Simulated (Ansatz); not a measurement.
LaGaO3 (space group R-3c)

```xyz
10
Lattice="2.7613 1.5942 4.4245 -2.7613 1.5942 4.4245 0.0000 -3.1884 4.4245" Properties=species:S:1:pos:R:3 pbc="T T T"
La     0.0000     0.0000     3.3184
La     0.0000     0.0000     9.9551
Ga     0.0000     0.0000     0.0000
Ga     0.0000     0.0000     6.6367
O      1.5613     0.4843     5.5306
O     -1.5613    -0.4843     7.7429
O     -1.2000     1.1100     5.5306
O      1.2000    -1.1100     7.7429
O     -0.3613    -1.5942     5.5306
O      0.3613     1.5942     7.7429
```

The volume is varied about the relaxed value V₀ at fixed cell shape. The atoms relax within the cell's symmetry.

Computed with PBEsol (plane waves to 420 eV, PAW, scalar-relativistic; Ansatz, a first-principles code). k mesh 7×7×7 (Γ-centred), Fermi-Dirac smearing 0.05 eV. The energy includes the smearing's −TS. Stress and pressure are positive under compression. With the shape held, the modulus is that of even scaling; a crystal free to change shape is softer. LaGaO3 is run without spin polarisation. LaGaO3 was relaxed with its symmetry unable to fall. This is one of several known forms of LaGaO3; the measured ambient cells at hand have space group No. 62. The zero of ΔE is the relaxed starting cell.

```csv
V (Å³/atom),ΔE (meV/atom)
10.518,withheld
10.712,53.9
10.907,33.4
11.102,18.2
11.297,7.8
11.491,1.9
11.686,0.0
11.881,1.8
12.076,6.9
12.271,15.0
12.465,26.0
12.660,39.4
12.855,55.1
```

Q: Fit a third-order Birch-Murnaghan form (E₀, V₀, B₀, B₀′ free) to the given rows and predict ΔE at V = 10.518.

A: Least squares on the 12 given rows: ΔE = E₀ + (9V₀B₀/16)·y²·[2 + (B₀′ − 4)y], y = (V₀/V)^(2/3) − 1, with V₀ = 11.687 Å³/atom, B₀ = 180.6 GPa (160.2 GPa = 1 eV/Å³; the term in eV is multiplied by 1000), B₀′ = 4.60, E₀ = 0.02 meV/atom; root-mean-square residual 0.04 meV/atom. At 10.518 the fit gives 80.3 meV/atom; the calculation gives 80.4 meV/atom, so the extrapolation is off by -0.1 (-0.1 %). For the pressure the fit gives 24.3 GPa against the computed 24.3 GPa.

(A scan under strain: stresses follow from slopes of the energy per volume, elastic moduli from its curvatures.)
